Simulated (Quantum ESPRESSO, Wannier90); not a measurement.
Tight-binding from DFT: Se (P3₁21)

```yaml
crystal:
  lattice:
    - [4.50482, 0.00000, 0.00000]
    - [-2.25241, 3.90129, 0.00000]
    - [0.00000, 0.00000, 4.97880]
  atoms:
    - { symbol: Se, position: [0.21789, 0.00000, 0.33333] }
    - { symbol: Se, position: [0.00000, 0.21789, 0.66667] }
    - { symbol: Se, position: [0.78211, 0.78211, 0.00000] }
```

Materials Project entry mp-14; symmetrised, unrelaxed at this level. COD (Crystallography Open Database) has the formula in 4 space groups, this one among them (matched by group alone). Computed values, not measurements, from PBEsol: Quantum ESPRESSO (norm-conserving PseudoDojo potentials, cutoff 69 Ry, no spin polarisation, no spin-orbit coupling) on a Γ-centred 6×6×6 mesh, then Wannier90. Density: 12×12×6 mesh, cold smearing 0.01 Ry. The cell is built of weakly bound layers, chains or molecules, whose nearest atoms lie 3.56 Å apart. Database cells relaxed without dispersion often hold them too far apart, which can enlarge gaps and weakens couplings between them; spacing and stacking were not compared with the measured crystal. Spin-orbit coupling, left out, would split the p-like bands by a few tenths of an eV.

postw90 (berry_task = kubo; independent particles, width 0.1 eV, no gap correction, excitons or local fields) prints σ_xx for one spin direction:

```tsv
ħω (eV)	Re σ (S/cm)	Im σ (S/cm)
0.10	0	-46
2.05	501	-1070
3.00	2470	-517
```

Problem. Work out the dielectric function, refractive index, reflectivity and absorption coefficient at these energies.

Solution. ε = 1 + iσ/(ε0 ω), so ε₂ = Re σ/(ε0 ω) and ε₁ = 1 − Im σ/(ε0 ω); ε0 ω = 134.5 S/cm × ħω in eV, and σ is doubled for both spins.
- 0.10 eV: ε₁ = 7.8, ε₂ = 0.0; n + ik = √ε = 2.80 + 0.00i; R = 22 %
- 2.05 eV: ε₁ = 8.8, ε₂ = 3.6; n + ik = √ε = 3.02 + 0.60i; R = 27 %; α = 2ωk/c = 120000 cm⁻¹
- 3.00 eV: ε₁ = 3.6, ε₂ = 12.2; n + ik = √ε = 2.86 + 2.14i; R = 41 %; α = 2ωk/c = 650000 cm⁻¹
The model holds its own bands alone, so ε₁ lacks the part of higher transitions, and near sharp peaks it hangs on the broadening.
